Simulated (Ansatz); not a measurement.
LaHg:
```
LaHg
1.0
    3.83693     0.00000     0.00000
    0.00000     3.83693     0.00000
    0.00000     0.00000     3.83693
Hg La
1 1
Cartesian
  0.00000   0.00000   0.00000
  1.91846   1.91846   1.91846
```

Relaxed with PBEsol. Special points in fractions of this cell's reciprocal vectors: Γ (0.000, 0.000, 0.000); X (0.000, 0.500, 0.000); M (0.500, 0.500, 0.000); R (0.500, 0.500, 0.500).

List the band energies nearest the Fermi level at these points for PBEsol in the plane-wave PAW code Ansatz.

In eV from the Fermi level; about four levels below and three above (degenerate sets whole), none deeper than 8.9 eV; points with the same levels are listed once.

```
k                                below           above
-  -----------------------------------  --------------
Γ  -7.18 -7.18 -7.18 -7.10 -0.05 -0.05  1.46 1.46 1.46
X              -7.13 -4.43 -2.82 -0.21  0.90 0.90 1.50
M              -7.40 -7.40 -6.84 -4.85  0.23 0.23 0.59
R              -2.80 -2.21 -2.21 -2.21  1.60 1.60 1.60
```

Space group Pm-3m (CsCl type). The workflow started from an entry of the Crystallography Open Database (COD). Its standing as an ambient phase is unchecked. The cell was relaxed with PBEsol under the symmetry of its start; of distortions, only those at the zone centre were tested. Scalar-relativistic: spin–orbit coupling is off unless named, which matters more the heavier the elements.

Potentials: the later of the program's two PAW sets.
